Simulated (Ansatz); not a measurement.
Run record: phonons of Si (P6_3/mmc)

Computed with r²SCAN, PAW on Ansatz 0.2.0's default frozen-core files (fitted under PBE), scalar-relativistic; not a measurement.

Cell and atoms were relaxed beforehand by PAW with this functional.

The structure is one entry of a database and needn't be the stable phase.

Command:

```sh
ansatz run input.yaml --threads 1 --pin off --max-ram 3072MiB --backend cpu --events-out ev --progress --plain --runs-dir out
```

Input file:

```yaml
crystal:
  lattice:
    - [3.83213864419, 0.0, 0.0]
    - [-1.9160693221, 3.31872941669, 0.0]
    - [0.0, 0.0, 6.34174730929]
  atoms:
    - { symbol: Si, position: [0.333333333333, 0.666666666667, 0.063071193113] }
    - { symbol: Si, position: [0.666666666667, 0.333333333333, 0.563071193113] }
    - { symbol: Si, position: [0.333333333333, 0.666666666667, 0.436928806887] }
    - { symbol: Si, position: [0.666666666667, 0.333333333333, 0.936928806887] }
kpoints:
  mp_grid: { grid: [6, 6, 4] }
scf:
  occupations: { method: fixed }
hamiltonian:
  xc: r2scan
  pseudopotentials: { kind: paw }
phonons:
  method: dfpt
  dielectric: true
  rigid_motions: translations
```

The program printed:

```
Warning: RAYON_NUM_THREADS=1 ignored (pool sized by the plan → 1); use --threads N
Engine: ansatz 0.2.0, aarch64-unknown-linux-gnu
Pseudopotentials: kind: paw
Pseudopotential: Si, paw, valence charge 4, recommended cutoff 500 eV (meta_gga), Si.paw.azcp
Functional definition: r2SCAN
  parameter k0 = 0.174
  parameter k1 = 0.065
  parameter a1 = 4.9479
  exchange = r2scan_x(k0 = k0, k1 = k1, a1 = a1)
  correlation = r2scan_c
Crystal: 4 atoms, lattice volume = 80.653 Å³
Basis set: ecut = 500 eV, 2033 PW (Γ), exchange–correlation on 150×150×240 points (125 copies of the dense FFT grid, shifted against one another)
Bands: 12, of which v1, the nominal top of the filled ones, is band 8 counted from 1 (7 counted from 0)
Symmetry: 24 space group operations
k-points: 47 of 144 (irreducible under 2 space group operations, time reversal used)
Non-local potential: Si, projectors of the file, l = 0: 2, l = 1: 2, l = 2: 2
PAW form: soft (Blöchl's): semilocal exchange-correlation on the pseudo side does not see the compensation charge
PAW frozen core: Si, regenerated for the run's functional (the file was generated under x = pbe(κ = 0.804, μ = 0.2195149727645171), c = pbe(β = 0.06672455060314922))
PAW one-centre angular grid: Si, 302 points (default); XC on 160 Gauss nodes
Initial density: superposition of atomic densities (neutral atoms: chi_scale 0, normalization atom), corrected by the library's trained network
Initial wavefunctions: pseudopotential atomic-orbital guess
Functional: x = r2scan, c = r2scan; τ floored in thin density (d = 2e-4 eV/Å³)
SCF iter   1: F=—  HF=-2556.159094 eV  |F-HF|=—  |Δ(HF+E_count)|=         —  Δρ=3.68e-3  dr2=7.97e-3  dr2_τ=2.46e-2  ethr=1.77e-3  ⟨swp⟩=4.6  Hψ=3379  notcnv=0  defer=70
preconditioner: auto → none  [insulator: Δε(μ)=0.574 eV  Ē_g=8.388 eV  n_scr=10 (ndim 8)  ℏωp=16.5 eV  f_vac=0.000  ε∞_Penn≈4.9]
SCF iter   2: F=—  HF=-2556.191105 eV  |F-HF|=—  |Δ(HF+E_count)|=   3.20e-2  Δρ=2.09e-3  dr2=2.37e-3  dr2_τ=1.14e-5  ethr=4.98e-5  ⟨swp⟩=2.0  Hψ=1414  notcnv=0  defer=91
SCF iter   3: F=—  HF=-2556.191043 eV  |F-HF|=—  |Δ(HF+E_count)|=   6.19e-5  Δρ=2.32e-4  dr2=3.40e-5  dr2_τ=1.25e-6  ethr=1.48e-5  ⟨swp⟩=2.8  Hψ=828  notcnv=0  defer=91
SCF iter   4: F=—  HF=-2556.191056 eV  |F-HF|=—  |Δ(HF+E_count)|=   1.26e-5  Δρ=4.28e-5  dr2=6.08e-7  dr2_τ=1.50e-8  ethr=2.12e-7  ⟨swp⟩=2.3  Hψ=931  notcnv=0  defer=61
SCF iter   5: F=—  HF=-2556.191059 eV  |F-HF|=—  |Δ(HF+E_count)|=   2.63e-6  Δρ=1.14e-5  dr2=3.66e-8  dr2_τ=9.93e-10  ethr=3.80e-9  ⟨swp⟩=2.4  Hψ=936  notcnv=0  defer=8
SCF iter   6: F=—  HF=-2556.191059 eV  |F-HF|=—  |Δ(HF+E_count)|=   9.72e-8  Δρ=1.62e-6  dr2=1.17e-9  dr2_τ=2.07e-11  ethr=2.29e-10  ⟨swp⟩=2.0  Hψ=940  notcnv=0  defer=8
SCF iter   7: F=-2556.191059 eV  HF=-2556.191059 eV  |F-HF|=0.00e0  |Δ(HF+E_count)|=   1.28e-9  Δρ=6.77e-8  dr2=2.30e-12  dr2_τ=2.43e-14  ethr=1.00e-12  ⟨swp⟩=9.0  Hψ=3964  notcnv=0
SCF 1 converged in 7 iterations: F = -2556.191059 eV  dr2 = 2.30e-12
  greatest PAW one-centre occupation: 0.642 electrons in one spin orbital (limit 2), on the Si atom at site 3 (counted from 0), in its partial waves of l = 0
NSCF: frozen V_eff on 8 k-points
[... 14 lines left out ...]
DFPT response loops at Γ: preconditioner auto → Resta (q_TF=auto, 2.084 Å⁻¹)  ε∞=9.3 (no band partly filled); β = 1.00, the filter's whole step (`scf.mixing.beta` (0.50) is not read by the response loops at its default; to damp ...
WARN: field response: ε∞ stands inside a basis, on 14×14×8 points; the force constants stand on the 6×6×4 k-mesh, whose period is 9.18 times the interband length at k = (0.0000, 0.0000, 0.0000), direct gap 1.363 eV, under 14: ...
SCF converged after 7 iterations
Free energy (F): -2556.191059 eV
Harris-Foulkes:  -2556.191059 eV  (|F-HF|=0.00e0)
Internal energy: -2556.191059 eV  (E = F + TS)
E sigma→0 (E₀):  -2556.191059 eV
Fermi energy:    6.354126 eV
--- Per-component energies (eV) ---
  E_band       = 12.981130
  E_kinetic    = 161.756012
  E_local      = -108.734961  (includes V_loc(G=0)·N_el)
  E_nonlocal   = 99.942097
  E_hartree    = 30.608563
  E_xc         = -206.030083
  E_vxc        = -198.988398  (∫ρ·V_xc dr)
  E_paw        = -2078.048189  (= ΣΔE_a)
  E_vpaw       = -9.995194  (= ΣTr[D̂ρ^β])
  E_aug_tail   = 0.000017  (compensation charges beyond the density's cutoff)
  E_vtau       = 7.784425  (kinetic-family band-sum trace: ∫τ·v_τ [+ j·A + Jᵃ·Aᵃ] dr)
  E_ewald      = -455.378784
  E_core_change = -0.305732  (= ΣΔE_core)
  E_smearing   = -0.000000  (= −TS)
  E_closure    = 0.000000  (closes the sum)
  Σ components = -2556.191059   (vs F -2556.191059, Δ=0.00e0)
  k mesh reduced under 2 symmetry operations, with k and −k counted as one. Each operation leaves every solved perturbation unchanged. A smaller set is not considered because the functional reads the kinetic-energy density
  ASR residual: 1.128e-4 → 0.000e0 eV/Å²; symmetrization residual: 2.175e-6 eV/Å²
  ASR residual per site (eV/Å²): 1.13e-4 1.13e-4 1.13e-4 1.13e-4
  Γ frequencies (cm⁻¹): 0.00 0.00 0.00 107.25 107.25 385.34 415.35 495.69 495.69 513.42 514.21 514.21
  ε∞ (high-frequency dielectric tensor):
       11.409616    -0.000000     0.000000
       -0.000000    11.409616     0.000000
        0.000000     0.000000    12.336659
  ε⁰ (static dielectric tensor: ions relaxed, cell fixed):
       11.409616    -0.000000     0.000000
       -0.000000    11.409616     0.000000
        0.000000     0.000000    12.336659
  ε⁰ − ε∞ (ionic part):
        0.000000     0.000000    -0.000000
        0.000000     0.000000    -0.000000
       -0.000000    -0.000000     0.000000
  softest optical mode at Γ: 107.25 cm⁻¹; the repairs (sum rule, projections) moved no ω² at Γ by more than (1.16 cm⁻¹)²
  Born effective charges Z* (e; rows j = field, columns β = displacement):
    site 0:
        -0.00000    0.00000    0.00000
         0.00000    0.00000    0.00000
         0.00000    0.00000   -0.00000
    site 1:
        -0.00000    0.00000    0.00000
         0.00000   -0.00000   -0.00000
        -0.00000   -0.00000    0.00000
    site 2:
         0.00000   -0.00000   -0.00000
         0.00000    0.00000   -0.00000
         0.00000   -0.00000    0.00000
    site 3:
        -0.00000   -0.00000   -0.00000
        -0.00000    0.00000    0.00000
         0.00000    0.00000   -0.00000
  Z* charge neutrality: 3.310e-3 e pre-enforcement
  solved inside a basis spanned on kpoints, on 14×14×8 k-points: ε∞ is read to err by 6.1e-2, Z* by 5.2e-3 e (field_mesh: kpoints solves on kpoints)
  optical modes at Γ without the LO–TO term, one row a degenerate level:
      ω (cm⁻¹)  modes    IR ((D/Å)²/amu)
        107.25      2             0.0000
        385.34      1             0.0000
        415.35      1             0.0000
        495.69      2             0.0000
        513.42      1             0.0000
        514.21      2             0.0000
  optical modes at Γ + LO–TO along q̂ = [1.0000, 0.0000, 0.0000]:
      ω (cm⁻¹)  modes    IR ((D/Å)²/amu)
        107.25      2             0.0000
        385.34      1             0.0000
        415.35      1             0.0000
        495.69      2             0.0000
        513.42      1             0.0000
        514.21      2             0.0000
  optical modes at Γ + LO–TO along q̂ = [0.0000, 1.0000, 0.0000]:
      ω (cm⁻¹)  modes    IR ((D/Å)²/amu)
        107.25      2             0.0000
        385.34      1             0.0000
        415.35      1             0.0000
        495.69      2             0.0000
        513.42      1             0.0000
        514.21      2             0.0000
  optical modes at Γ + LO–TO along q̂ = [0.0000, 0.0000, 1.0000]:
      ω (cm⁻¹)  modes    IR ((D/Å)²/amu)
        107.25      2             0.0000
        385.34      1             0.0000
        415.35      1             0.0000
        495.69      2             0.0000
        513.42      1             0.0000
        514.21      2             0.0000
```

The run converged.

Field response:

Linear response of an insulating crystal by Kohn-Sham DFT to a field and to zone-centre displacements, local fields included; Born charges neutralised; LO modes for wave vectors along x and z; Cartesian axes as in the input.

* Dielectric electronic (x, y, z): 11.41, 11.41, 12.34
* Dielectric static (x, y, z): 11.41, 11.41, 12.34
* Highest phonon with field along x: 514.2 cm⁻¹
* Highest phonon with field along z: 514.2 cm⁻¹
* Highest phonon without field: 514.2 cm⁻¹

| atom | born charge xx (e) | born charge yy (e) | born charge zz (e) |
| --- | --- | --- | --- |
| Si1 | 0 | 0 | 0 |
| Si2 | 0 | 0 | 0 |
| Si3 | 0 | 0 | 0 |
| Si4 | 0 | 0 | 0 |

**Zone-centre phonons**

Harmonic phonons of a crystal by Kohn-Sham DFT at the given cell, standard atomic masses, acoustic sum rule imposed; negative wavenumbers are unstable modes; optical zone-centre levels upwards with Mulliken labels, activity, and the element with most of the kinetic energy.

| Property | Result |
| --- | --- |
| Point group | 6/mmm |

```csv
number,phonon wavenumber (cm⁻¹),label,infrared,raman,lead element
1,107.2,E2u,no,no,Si
2,385.3,B1g,no,no,Si
3,415.4,B2u,no,no,Si
4,495.7,E2g,no,yes,Si
5,513.4,A1g,no,yes,Si
6,514.2,E1g,no,yes,Si
```

Keep in mind: frozen-core PAW files fitted under PBE, their cores solved anew for the functional of the run; zone-boundary modes aren't tested; field response not resolved by the mesh.

Time and hardware: 4.8 min on 1 thread of Arm Neoverse V1, on a shared host, peak memory 1.9 GiB.
